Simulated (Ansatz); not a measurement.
Bi:
```xyz
1
Lattice="0.0000 2.5166 2.5166 2.5166 0.0000 2.5166 2.5166 2.5166 0.0000" Properties=species:S:1:pos:R:3 pbc="T T T"
Bi     0.0000     0.0000     0.0000
```

Relaxed with PBE. Special points in fractions of this cell's reciprocal vectors: Γ (0.000, 0.000, 0.000); X (0.500, 0.000, 0.500); U (0.625, 0.250, 0.625); K (0.375, 0.375, 0.750); L (0.500, 0.500, 0.500); W (0.500, 0.250, 0.750).

Question: List the band energies nearest the Fermi level at these points for PBE (plane waves, PAW; program Ansatz).

Answer: In eV from the Fermi level; about four levels below and three above (degenerate sets whole), none deeper than 8.9 eV; … stands for higher levels left out; points with the same levels are listed once.

| k | below | above |
|---|---|---|
| Γ | – | 4.75 4.75 4.75 |
| X | -4.41 | 0.31 0.31 … |
| U | -3.55 -2.56 | 1.09 … |
| L | -5.19 | 3.22 3.22 … |
| W | -2.74 -2.74 -1.13 | … |

Space group Fm-3m (fcc (Cu type)). The start of the workflow was typed in or built on a structure type; neither database checked (COD, Materials Project) lists it. It is not the phase usual at ambient conditions (space group No. 166). Symmetry was held in the PBE relaxation; whether a distortion lowers the energy is not shown. Scalar-relativistic: spin–orbit coupling is off unless named, which matters more the heavier the elements.

Potentials: the later of the program's two PAW sets.
